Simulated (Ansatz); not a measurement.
**PbS, first-principles data**

PbS:
```yaml
crystal:
  lattice:
    - [4.09302, 0.00000, 0.00000]
    - [-2.04651, 3.54466, 0.00000]
    - [0.00000, 0.00000, 7.54038]
  atoms:
    - { symbol: Pb, position: [0.00000, 0.00000, 0.98601] }
    - { symbol: Pb, position: [0.00000, 0.00000, 0.48601] }
    - { symbol: S, position: [0.33333, 0.66667, 0.19319] }
    - { symbol: S, position: [0.66667, 0.33333, 0.69319] }
```

Space group P6_3mc (No. 186); conventional cell a = 4.0930 Å, b = 4.0930 Å, c = 7.5404 Å, α = 90.00°, β = 90.00°, γ = 120.00°.

Method: the program Ansatz at the r²SCAN+D4 level (PAW). Structure relaxed to zero pressure with the same functional. Other levels are named where they apply.

### Cell and energy

```yaml
volume_per_atom: 27.35 Å³
density: 7.26 g/cm³
Formation energy from the elements (no fitted shifts): -0.62 eV/atom
```

### Electronic structure

```yaml
band_gap: 0.66 eV (indirect)
valence_band_maximum: off the standard path, at k = (-0.052, 0.008, 0.000) in fractions of the reciprocal vectors
conduction_band_minimum: at M (3 equivalent valleys)
smallest_direct_gap_on_the_standard_path: 1.15 eV
electron_effective_mass: 0.15, 0.17, 0.87 mₑ (principal values)
HSE06 gap on the r²SCAN+D4 cell: 0.81 eV
Gap with spin–orbit coupling: 0.41 eV
Z2 indices of the occupied bands with spin–orbit coupling: 0;(000)
```

### Mechanics

```yaml
Elastic constants (relaxed ions, GPa): C11 = 65.0, C12 = 32.4, C13 = 22.7, C33 = 45.3, C44 = 21.7
mechanical_stability: stable (all eigenvalues of C positive)
hill_bulk_and_shear_moduli: 35.8 and 18.1 GPa
Young's modulus: 46.5 GPa
Poisson's ratio: 0.28
debye_temperature_from_the_elastic_constants: 174 K
Piezoelectric stress constants (proper, relaxed ions, C/m²): e15 = e24 = 1.26, e31 = e32 = 1.12, e33 = 4.03
```

### Phonons

```yaml
Highest zone-centre frequency (without LO–TO term): 249 cm⁻¹
zone_centre_stability: no imaginary mode at Γ
```

### Charges

```yaml
bader_charges: Pb +1.03, S -1.03 e
```

The workflow started from a Materials Project entry (that database holds measured and hypothetical structures alike); the Crystallography Open Database copy checked does not list it. It is not the phase usual at ambient conditions (space group No. 225). The cell was relaxed with r²SCAN+D4 under the symmetry of its start. Signs of piezoelectric constants follow the polarity of the cell as given. The references are the lowest solids computed at this level, not always the standard phases. Spin–orbit coupling is left out wherever it is not named.

Potentials: the later of the program's two PAW sets.
